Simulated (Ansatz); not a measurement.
TePb2Se:
Space group R-3m, hexagonal axes (No. 166); a = b = 4.494 Å, c = 21.997 Å, α = β = 90.00°, γ = 120.00°

```json
[
 {"atom": "Te", "site": "3b", "symmetry": "-3m", "x": "0.0000", "y": "0.0000", "z": "0.5000"},
 {"atom": "Pb", "site": "6c", "symmetry": "3m", "x": "0.0000", "y": "0.0000", "z": "0.2554"},
 {"atom": "Se", "site": "3a", "symmetry": "-3m", "x": "0.0000", "y": "0.0000", "z": "0.0000"}
]
```
(The calculation used a cell of 4 atoms; values per cell refer to that cell.)

Relaxed at zero pressure with DFT-r²SCAN in the program Ansatz with PAW potentials.

The volume is lowered by 9 % and shape and atoms relax at that volume. What pressure results, and how do the axes share the change?

5.4 GPa; a -3.0 %, b -3.0 %, c -3.2 %; the energy rises by 45 meV/atom.

Give the new structure.


Space group R-3m, hexagonal axes (No. 166); a = b = 4.358 Å, c = 21.291 Å, α = β = 90.00°, γ = 120.00°

```csv
atom,site,symmetry,x,y,z
Te,3b,-3m,0.0000,0.0000,0.5000
Pb,6c,3m,0.0000,0.0000,0.2556
Se,3a,-3m,0.0000,0.0000,0.0000
```

The phase is kept; no other phase was compared at this pressure.

The first step of the workflow began from a Materials Project structure, measured or hypothetical; the Crystallography Open Database copy checked does not list it. With Te and Se taken as one species the cell has the higher symmetry Fm-3m, so it may be an ordered model of a mixed-site phase. Its standing as an ambient phase is unchecked. Symmetry was held in the r²SCAN relaxation; its stability against distortions is not shown here. Scalar-relativistic: spin–orbit coupling is off unless named, which matters more the heavier the elements.

Potentials: the later of the program's two PAW sets.
